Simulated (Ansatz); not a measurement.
Ti₄HS₈ in space group P3m1 (No. 156; Pearson symbol hP13), PBE+D3(BJ) in the plane-wave PAW code Ansatz, all energies at zero smearing, with the estimated change up to a 700 eV cutoff added, with one set of potentials and settings (totals compare only within such a set). Cell of 13 atoms (4 Ti, 8 S, 1 H): -17251.017 eV.

```tsv
element	reference phase	E (eV/atom)
Ti	P6/mmm, 3 atoms in the cell	-2500.3034
S	Fddd, 32 atoms in the cell	-902.2565
H	Cmce, 4 atoms in the cell	-15.8992
```

Formation energy per atom, worked out: (-17251.017 − 4×(-2500.3034) − 8×(-902.2565) − 1×(-15.8992))/13 = -1.219 eV/atom (-118 kJ per mol of atoms), at 0 K, without zero-point energy or fitted corrections.

The start of the workflow was typed in or built on a structure type; neither database checked (COD, Materials Project) lists it. Its standing as an ambient phase is unchecked. Symmetry was held in the PBE+D3(BJ) relaxation; whether a distortion lowers the energy is not shown. The workflow began spin-polarised and lost its moments. The references are the lowest solids computed at this level, not always the standard phases (solids in place of the gases).

Potentials: the earlier of the program's two PAW sets.
